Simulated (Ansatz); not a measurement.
**C2O5, a known structure type with other elements, at an estimated volume**

```
CELL_PARAMETERS angstrom
0.00000 3.67178 2.38225
0.00000 -3.67178 2.38225
7.38157 0.00000 -2.38225
ATOMIC_POSITIONS crystal
C 0.34417 0.00537 0.34954
C 0.65583 0.99463 0.65046
C 0.74463 0.90583 0.15046
C 0.75537 0.59417 0.84954
O 0.51308 0.34308 0.38796
O 0.95512 0.12512 0.61204
O 0.87512 0.20512 0.11204
O 0.09308 0.76308 0.88796
O 0.45859 0.81943 0.22682
O 0.59261 0.23177 0.77318
O 0.98177 0.84261 0.27318
O 0.56943 0.70859 0.72682
O 0.35660 0.85660 0.50000
O 0.60660 0.60660 0.00000
```

Method: r2SCAN, no spin polarisation; PAW, plane waves to 500 eV, 6×6×6 Γ-centred mesh, fermi-dirac occupations (width 0.1 eV) (Ansatz 0.2.0), atoms fixed.

Task: Is the cell too large or too small?

Result: The pressure is -4.3 GPa (compression positive), so with the atoms held at these fractions the cell would first shrink; the forces are large, so a full relaxation may end otherwise. The principal stresses -6.9, -3.7, -2.3 GPa differ, so its shape would change too.

Task: How is the charge shared?

Result: Bader charges in e: C +2.19, O -0.92 to -0.84. In the mean C gives up most and O takes most.

Task: What happens at the Fermi level?

Result: It is a metal, with about 17 states/eV a cell as the mean within 0.25 eV of the Fermi level, mostly O p (99 %).

Task: Where is the largest force?

Result: The largest is on C1 (and as large on other atoms): 2.09 eV/Å, components (0.10, -0.36, 2.05). It makes 21° with the line to a nearest neighbour, O5 at 1.31 Å, pointing towards it.

Origin: a known structure type with other elements, at an estimated volume, so it need not be a known compound. Caveats: many states at the Fermi level without spin polarisation, so a magnetic state may lie lower; atoms or cell far from equilibrium.
